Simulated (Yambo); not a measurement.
## NaYS2: lowest vertical excitons

```
NaYS2
1.0
    1.94902     1.12527     6.45681
   -1.94902     1.12527     6.45681
    0.00000    -2.25053     6.45681
Na S Y
1 2 1
Cartesian
  0.00000   0.00000   0.00000
  0.00000   0.00000   4.72105
  0.00000   0.00000  14.64938
  0.00000   0.00000   9.68521
```

Cell and atoms were relaxed with LDA from Materials Project entry mp-10226, within its symmetry.

BSE in Yambo on LDA (pw.x of Quantum ESPRESSO, ONCV potentials, no spin-orbit coupling) bands: 6×6×6 mesh, 6 valence and 10 conduction bands, static screening with 49 bands and a 4 Ry block, scissor 1.74 eV, Tamm-Dancoff; field along x.

```tsv
state	energy (eV)	states within 2 meV	relative strength	class	main transitions
1	4.18	1	< 0.01	dark	VB → CB (74 %)
2	4.21	2	1.00	strong	VB → CB (78 %)
3	4.26	2	0.87	strong	several band pairs
4	4.34	1	< 0.01	dark	VB−1 → CB (63 %)
5	4.35	1	< 0.01	dark	VB → CB (89 %)
6	4.36	2	< 0.01	dark	VB → CB (90 %)
7	4.41	3	< 0.01	weak	several band pairs
8	4.42	1	< 0.01	dark	several band pairs
9	4.43	2	0.79	strong	VB → CB (61 %)
10	4.46	2	< 0.01	dark	VB−1 → CB (80 %)
```

These are vertical excitations (zero momentum); the indirect quasiparticle gap, about 3.68 eV, is smaller than the direct one (4.61 eV on the GW mesh). The direct quasiparticle gap on this mesh is 4.61 eV; counted from there, state 1 is bound by 0.42 eV. Convergence with the mesh was not shown.

Spin singlets only. Strengths are relative to the strongest of the lowest states of this run; strong means a line over 3 % of the spectrum's maximum, dark under 0.03 %. Absolute energies carry the error of the G0W0 scissor, whose convergence isn't established; the long-wavelength screening was taken along (1,1,1) although the crystal is anisotropic.
